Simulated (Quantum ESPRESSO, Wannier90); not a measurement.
TiO2 (anatase), plane waves to Wannier functions

```xyz
6
Lattice="0.0000 -3.7825 0.0000 3.7825 0.0000 0.0000 -1.8913 1.8913 4.8075" Properties=species:S:1:pos:R:3 pbc="T T T"
Ti     0.0000     0.0000     0.0000
Ti     0.0000     1.8913     2.4038
O      1.8913     0.0000    -0.4120
O      0.0000     0.0000     1.9918
O      0.0000     0.0000    -1.9918
O      0.0000     1.8913     0.4120
```

Cell from Materials Project (mp-390), symmetrised, no further relaxation. COD (Crystallography Open Database) has the formula in 6 space groups, this one among them (matched by group alone). Level: PBEsol, no spin polarisation, no spin-orbit coupling; pw.x of Quantum ESPRESSO at 68 Ry with PseudoDojo potentials, 8×8×8 k-points, Wannier90. Density: 10×10×10 mesh, cold smearing 0.01 Ry.

A tight-binding model is made by disentanglement and projection with no localisation steps (num_iter = 0), so the 22 orbitals stay atom-like: hydrogen-like Ti: d; O: p, axes along x, y, z; frozen window up to 3.62 eV relative to the valence-band maximum. It follows pw.x to 0.2 meV rms for states up to 3.1 eV relative to the valence-band maximum. Matrix elements depend on this choice of orbitals and windows.

Q: Which pairs of orbitals on different sites are coupled most strongly? Give distance, modulus and how many such pairs a cell has.

A: 
```
orbital    orbital  distance of the centres (Å)  modulus (eV)  pairs
-------  ---------  ---------------------------  ------------  -----
O pz        Ti dz2                         2.01          2.27      4
O px     Ti dx2-y2                         1.94          1.94      4
O py     Ti dx2-y2                         1.94          1.94      4
O py        Ti dxy                         1.94          1.24      4
O px        Ti dxy                         1.94          1.24      4
O px        Ti dxz                         1.95          1.22      2
O py        Ti dyz                         1.95          1.22      2
O px        Ti dxz                         1.94          1.05      4
O py        Ti dyz                         1.94          1.05      4
O py        Ti dyz                         2.02          0.99      2
O px        Ti dxz                         2.02          0.99      2
O px        Ti dz2                         1.94          0.97      4
O py        Ti dz2                         1.94          0.97      4
O pz        Ti dxz                         1.94          0.94      4
O pz        Ti dyz                         1.94          0.94      4
O pz     Ti dx2-y2                         1.93          0.81      8
O pz        Ti dz2                         1.93          0.62      8
O px          O pz                         2.48          0.58      4
O py          O pz                         2.48          0.58      4
O px          O px                         2.46          0.39      2
O py          O py                         2.46          0.39      2
O px          O py                         2.80          0.36      8
O py        Ti dyz                         1.93          0.34      4
O px        Ti dxz                         1.93          0.34      4
Ti dyz      Ti dyz                         3.11          0.28      2
Ti dxz      Ti dxz                         3.11          0.28      2
O px          O pz                         3.08          0.25      4
O py          O pz                         3.08          0.25      4
Ti dz2      Ti dz2                         3.06          0.23      4
O pz          O pz                         3.06          0.23      8
```
